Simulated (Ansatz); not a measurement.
In3GaSbAs3:
```cif
data_As3GaIn3Sb
_chemical_formula_sum 'In3 As3 Ga1 Sb1'
_space_group_name_H-M_alt 'Pmm2'
_space_group_IT_number 25
_space_group_name_Hall 'P 2 -2'
_cell_length_a 4.30924
_cell_length_b 4.32736
_cell_length_c 12.26787
_cell_angle_alpha 90.000
_cell_angle_beta 90.000
_cell_angle_gamma 90.000
loop_
_atom_site_label
_atom_site_type_symbol
_atom_site_symmetry_multiplicity
_atom_site_Wyckoff_symbol
_atom_site_fract_x
_atom_site_fract_y
_atom_site_fract_z
_atom_site_occupancy
In1 In 1 a 0.00000 0.00000 0.99560 1
As1 As 1 b 0.00000 0.50000 0.87141 1
In2 In 1 d 0.50000 0.50000 0.74611 1
As2 As 1 c 0.50000 0.00000 0.62208 1
In3 In 1 a 0.00000 0.00000 0.49713 1
As3 As 1 b 0.00000 0.50000 0.37197 1
Ga1 Ga 1 d 0.50000 0.50000 0.26345 1
Sb1 Sb 1 c 0.50000 0.00000 0.13968 1
```

Relaxed at zero pressure with DFT-r²SCAN in the program Ansatz with PAW potentials.

The volume is lowered by 9 % and shape and atoms relax at that volume. What pressure results, and how do the axes share the change?

6.6 GPa; a -3.2 %, b -3.1 %, c -3.0 %; the energy rises by 48 meV/atom.

Give the new structure.


Space group Pmm2 (No. 25); a = 4.1707 Å, b = 4.1943 Å, c = 11.9004 Å, α = 90.00°, β = 90.00°, γ = 90.00°

```tsv
atom	site	symmetry	x	y	z
In	1a	mm2	0.0000	0.0000	0.9956
As	1b	mm2	0.0000	0.5000	0.8715
In	1d	mm2	0.5000	0.5000	0.7459
As	1c	mm2	0.5000	0.0000	0.6219
In	1a	mm2	0.0000	0.0000	0.4966
As	1b	mm2	0.0000	0.5000	0.3714
Ga	1d	mm2	0.5000	0.5000	0.2640
Sb	1c	mm2	0.5000	0.0000	0.1405
```

The phase is kept; no other phase was compared at this pressure.

The start of the workflow was typed in or built on a structure type; neither database checked (COD, Materials Project) lists it. Whether it is the stable phase at ambient conditions was not checked. Symmetry was held in the r²SCAN relaxation; whether a distortion lowers the energy is not shown. Scalar-relativistic: spin–orbit coupling is off unless named, which matters more the heavier the elements.

Potentials: the earlier of the program's two PAW sets.
